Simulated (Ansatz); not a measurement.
**Ta₄N₃ (I4/mmm), ideal shear of a crystal plane**

Method: DFT PBEsol, scalar-relativistic, plane waves, PAW (Ansatz 0.2.0). Cutoff 420 eV, Γ-centred 9×9×5 k-points, Gaussian smearing of 0.15 eV. Spin–orbit coupling is left out, which can shift energies with elements as heavy as these. No spin polarisation. Energies are free energies at this smearing, counted from the undisturbed cell; pressure is positive in compression.

The starting cell (relaxed at this level; it needn't be the usual structure):

```
CELL_PARAMETERS angstrom
-4.35714 0.00000 0.00000
0.00000 -4.35714 0.00000
0.00000 0.00000 8.54535
ATOMIC_POSITIONS crystal
Ta 0.50000 0.00000 0.61960
Ta 0.00000 0.50000 0.11960
Ta 0.00000 0.00000 0.88035
Ta 0.50000 0.50000 0.38035
Ta 0.50000 0.00000 0.11960
Ta 0.00000 0.50000 0.61960
Ta 0.50000 0.50000 0.85885
Ta 0.00000 0.00000 0.35885
N 0.50000 0.00000 0.36960
N 0.00000 0.50000 0.86960
N 0.00000 0.00000 0.61960
N 0.50000 0.50000 0.11960
N 0.00000 0.50000 0.36960
N 0.50000 0.00000 0.86960
```

The cut lies on the cell's a–b face, a (0 0 1) plane (indices in the standard cell, whose axes needn't be the Cartesian ones shown) of area 18.98 Å², between layers 2.04 Å apart. Vector c is tilted by f times 1·a + 0·b (length 4.357 Å) with the atoms' Cartesian places fixed: one unrelaxed fault a cell. The traction is dγ/du, the slope of γ against the slip u in Å. Some rows repeat others by symmetry and weren't run.

| f | γ (mJ/m²) | traction (GPa) |
| --- | --- | --- |
| 0.0000 | 0 | 0.0 |
| 0.1000 | 586 | 27.7 |
| 0.2000 | 2540 | 62.5 |
| 0.3000 | 5780 | 79.2 |
| 0.4000 | 8667 | 47.0 |
| 0.5000 | 9700 | 0.0 |
| 0.6000 | 8667 | -47.0 |
| 0.7000 | 5780 | -79.2 |
| 0.8000 | 2540 | -62.5 |
| 0.9000 | 586 | -27.7 |

Q: Read off the first barrier and the stress needed to climb it, and compare with Frenkel's sinusoid.

A: The first sampled maximum lies at f = 0.500, a slip of 2.18 Å, with γ ≈ 9700 mJ/m², which stands in for the unstable fault energy γ_us, and the steepest sampled slope before it is 79.2 GPa. A sinusoid γ = γ_us sin²(πu/λ) with its maximum there has λ = 4.36 Å and a largest slope πγ_us/λ = 69.9 GPa (1 mJ/m² per Å = 0.01 GPa).

Q: Is there a metastable fault on this line?

A: Apart from points where γ returns to about zero, no local minimum shows among the samples, so at this sampling the line offers no fault for a dislocation to split on; a fault can still lie off the line.

The cut is rigid; relaxing the faces lowers these energies and usually the stresses.

In a metal these slopes depend on the k mesh and the smearing.

Cost: 6 runs of about 3.9 core-minutes in all, on AMD EPYC 9R45 (Zen 5) (shared hosts).